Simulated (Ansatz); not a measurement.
A distorted cell of PbS (rock salt):

```
CELL_PARAMETERS angstrom
      0.00000     2.97778     3.01748
      2.97778     0.00000     3.01748
      2.97778     2.97778     0.00000
ATOMIC_POSITIONS crystal
  S  0.00000 0.00000 0.00000
  Pb 0.50000 0.50000 0.50000
```

All values below come from PBE (plane waves to 420 eV, PAW, scalar-relativistic; Ansatz, a program for electronic structure). k mesh 10×10×10 (Γ-centred), Fermi-Dirac smearing 0.05 eV. The energy includes the smearing's −TS. Stress and pressure are positive under compression. PbS was relaxed with its symmetry unable to fall. Spin-orbit coupling is left out, though Pb is heavy.

**Question.** What is the stress tensor (GPa)?

**Answer.** 
```
   1.26     0.00     0.00
   0.00     1.26     0.00
   0.00     0.00    -0.23
```
The pressure, a third of the trace, is 0.76 GPa.

**Question.** It is the relaxed cell deformed to V/V₀ = 0.987, (c/a)/(c/a)₀ = 1.013, c along z, fractional positions held. What is its energy relative to the relaxed cell?

**Answer.** 1.9 meV/atom.

(A scan under strain: stresses follow from slopes of the energy per volume, elastic moduli from its curvatures.)
